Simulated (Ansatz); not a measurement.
RbCaH3 (cubic perovskite): frozen-phonon scan

RbCaH₃ (cubic perovskite)

```
RbCaH3
1.0
    8.79667     0.00000     0.00000
    0.00000     4.39833     0.00000
    0.00000     0.00000     4.39833
Rb Ca H
2 2 6
Direct
  0.00000   0.00000   0.00000
  0.50000   0.00000   0.00000
  0.25000   0.50000   0.50000
  0.75000   0.50000   0.50000
  0.25000   0.00000   0.50000
  0.75000   0.00000   0.50000
  0.00000   0.50000   0.50000
  0.50000   0.50000   0.50000
  0.25000   0.50000   0.00000
  0.75000   0.50000   0.00000
```

A phonon eigenvector at X = (0.5, 0.0, 0.0) is frozen into this cell: atom i moves by Q times the vector below, so Q is the largest atomic displacement, in Å. The cell is held. (q is in reciprocal vectors of the primitive cell; the cell shown is doubled to hold the pattern.)

```csv
atom,x,y,z
Rb1,-0.001,0.000,0.000
Rb2,0.001,0.000,0.000
H7,1.000,0.000,0.000
H8,-1.000,0.000,0.000
```

Atoms not listed stay in place.

Method: LDA (plane waves to 420 eV, PAW, scalar-relativistic; Ansatz, an electronic-structure program). k mesh 4×8×8 (Γ-centred), Fermi-Dirac smearing 0.05 eV. E stands for the smeared free energy. Compression counts positive. RbCaH3 was relaxed with its symmetry unable to fall. The zero of ΔE is the undisplaced structure.

| Q (Å) | ΔE (meV/cell) | −dE/dQ from forces (eV/Å) | P (GPa) |
|---|---|---|---|
| -0.280 | 529 | 3.978 | 0.79 |
| -0.233 | 362 | 3.214 | 0.55 |
| -0.187 | 228 | 2.506 | 0.35 |
| -0.140 | 127 | 1.841 | 0.19 |
| -0.093 | 56 | 1.209 | 0.08 |
| -0.047 | 14 | 0.599 | 0.01 |
| 0.000 | 0 | 0.000 | -0.01 |
| 0.047 | 14 | -0.599 | 0.01 |
| 0.093 | 56 | -1.209 | 0.08 |
| 0.140 | 127 | -1.841 | 0.19 |
| 0.187 | 228 | -2.506 | 0.35 |
| 0.233 | 362 | -3.214 | 0.55 |
| 0.280 | 529 | -3.978 | 0.79 |

Summary:

```
Quantity                                                                                                             Result
-----------------------------------------------------------  --------------------------------------------------------------
Energy at Q = 0.280 Å                                                                                          529 meV/cell
Space group of the distorted cell                                                      P4/mmm (No. 123), lowered from Pm-3m
Symmetry of the curve                                                                         even: the same for both signs
Shape of the curve                                           a single well with its minimum at or next to zero displacement
Harmonic wavenumber from the curvature (finite differences)                                                       1314 cm⁻¹
Wavenumber by perturbation theory (DFPT, on another k mesh)                                                       1314 cm⁻¹
```

The 13 points together took around 2.4 core-minutes (rough).

(A displaced cell: forces are minus the slopes of the energy, force constants its curvatures, and phonons follow from these.)
